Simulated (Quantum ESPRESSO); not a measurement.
pw.x input (Quantum ESPRESSO 7.5; LDA, PseudoDojo standard norm-conserving files, scalar-relativistic):

```
&CONTROL
  calculation = 'scf'
  pseudo_dir = './pseudo'
  outdir = './out'
  tprnfor = .true.
  tstress = .true.
/
&SYSTEM
  ibrav = 0
  nat = 8
  ntyp = 2
  ecutwfc = 80.0
  ecutrho = 320.0
  occupations = 'smearing'
  smearing = 'fd'
  degauss = 0.002
  nbnd = 28
/
&ELECTRONS
  conv_thr = 8e-10
/
ATOMIC_SPECIES
Li 6.9400 Li.upf
As 74.9216 As.upf
CELL_PARAMETERS angstrom
  4.341469866000   0.000000000000   0.000000000000
 -2.170734933000   3.759823194000   0.000000000000
  0.000000000000   0.000000000000   7.745610000000
ATOMIC_POSITIONS crystal
Li   0.000000000000   0.000000000000   0.250000000000
Li   0.000000000000   0.000000000000   0.750000000000
Li   0.333333333000   0.666666667000   0.585220000000
Li   0.666666667000   0.333333333000   0.414780000000
Li   0.666666667000   0.333333333000   0.085220000000
Li   0.333333333000   0.666666667000   0.914780000000
As   0.333333333000   0.666666667000   0.250000000000
As   0.666666667000   0.333333333000   0.750000000000
K_POINTS automatic
9 9 4 0 0 0
```

End of the output:

```

[...]
     the Fermi energy is     4.5553 ev
!    total energy              =    -509.73691097 Ry
     estimated scf accuracy    <          7.6E-10 Ry
     smearing contrib. (-TS)   =      -0.00000001 Ry
     internal energy E=F+TS    =    -509.73691096 Ry
     The total energy is F=E-TS. E is the sum of the following terms:
     one-electron contribution =    -330.68535383 Ry
     hartree contribution      =     170.48329361 Ry
     xc contribution           =    -112.83590568 Ry
     ewald contribution        =    -236.69894506 Ry
     convergence has been achieved in   8 iterations
     Forces acting on atoms (cartesian axes, Ry/au):
     atom    1 type  1   force =    -0.00000000   -0.00000000   -0.00000000
     atom    2 type  1   force =     0.00000000    0.00000000    0.00000000
     atom    3 type  1   force =    -0.00000000   -0.00000000   -0.00078732
     atom    4 type  1   force =     0.00000000    0.00000000    0.00078732
     atom    5 type  1   force =    -0.00000000   -0.00000000   -0.00078732
     atom    6 type  1   force =    -0.00000000   -0.00000000    0.00078732
     atom    7 type  2   force =     0.00000000    0.00000000   -0.00000000
     atom    8 type  2   force =    -0.00000000   -0.00000000    0.00000000
     Total force =     0.001575     Total SCF correction =     0.000003
     Computing stress (Cartesian axis) and pressure
          total   stress  (Ry/bohr**3)                   (kbar)     P=      -21.50
  -0.00015365   0.00000000   0.00000000          -22.60        0.00        0.00
   0.00000000  -0.00015365   0.00000000            0.00      -22.60        0.00
   0.00000000  -0.00000000  -0.00013120            0.00       -0.00      -19.30
```
In a gapped system the printed Fermi energy is only some level inside the gap.

Spin-orbit coupling is not included.

Geometry of the Materials Project entry, not relaxed at this level.
